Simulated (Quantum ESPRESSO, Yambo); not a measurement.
## CuI: DFT and GW levels

```
CuI
1.0
    3.30597    -3.49487     0.00000
    3.30597     3.49487     0.00000
    0.00000     0.00000     4.36644
Cu I
2 2
Direct
  0.41291   0.58709   0.75000
  0.58709   0.41291   0.25000
  0.78632   0.21368   0.75000
  0.21368   0.78632   0.25000
```

Cell and atoms were relaxed with PBE+D3(BJ) from Materials Project entry mp-1007922, within its symmetry.

Starting point: PBEsol (Quantum ESPRESSO, PseudoDojo norm-conserving, 92 Ry, without SOC). G0W0 in Yambo: 2×2×4 Γ-centred k mesh, bands 9 to 224 and a 8 Ry block in the screening, 224 bands in G with the Bruneval-Gonze terminator, plasmon pole fitted at 27.2 eV.

| Quantity | Value |
|---|---|
| PBEsol gap along the band path | 0.76 eV |
| PBEsol gap between the mesh's edge points (Γ → Γ) | 0.76 eV |
| G0W0 gap between the same points | 1.47 eV |

| k point | band | E PBEsol (eV) | E QP (eV) | shift (eV) | Z |
|---|---|---|---|---|---|
| Γ | VB | 0.00 | -0.42 | -0.42 | 0.76 |
| Γ | CB | 0.76 | 1.05 | 0.30 | 0.80 |
| (0, 0, -0.5) | VB | -1.75 | -2.38 | -0.64 | 0.74 |
| (0, 0, -0.5) | CB | 3.66 | 4.02 | 0.37 | 0.79 |
| (0, -0.5, 0) | VB | -0.73 | -1.16 | -0.43 | 0.75 |
| (0, -0.5, 0) | CB | 2.31 | 2.61 | 0.30 | 0.80 |
| (0, -0.5, -0.5) | VB | -1.12 | -1.74 | -0.62 | 0.75 |
| (0, -0.5, -0.5) | CB | 1.86 | 2.09 | 0.23 | 0.80 |
| (-0.5, -0.5, 0) | VB | -0.39 | -0.81 | -0.42 | 0.75 |
| (-0.5, -0.5, 0) | CB | 1.08 | 1.35 | 0.27 | 0.80 |
| (-0.5, -0.5, -0.5) | VB | -1.71 | -2.30 | -0.59 | 0.72 |
| (-0.5, -0.5, -0.5) | CB | 4.11 | 4.48 | 0.36 | 0.79 |

Energies count from the PBEsol valence-band maximum.

Nearest settings tried, and what they do to the gap: 144 bands in G: +14 meV; 144 bands in W, 144 bands in G: +37 meV; 7 Ry block (219 vectors against 261): +1 meV; 2×2×2 mesh: -55 meV. So the settings aren't converged at that level. The k mesh is coarse.

Spin-orbit coupling is left out, which matters for elements this heavy: edges can move by tenths of an eV. The filled Cu 3d shell has no Hubbard U; semilocal functionals place it too high.

This is not the ordinary phase of the substance; no match was found in the copy of COD used, and its stability was not checked.
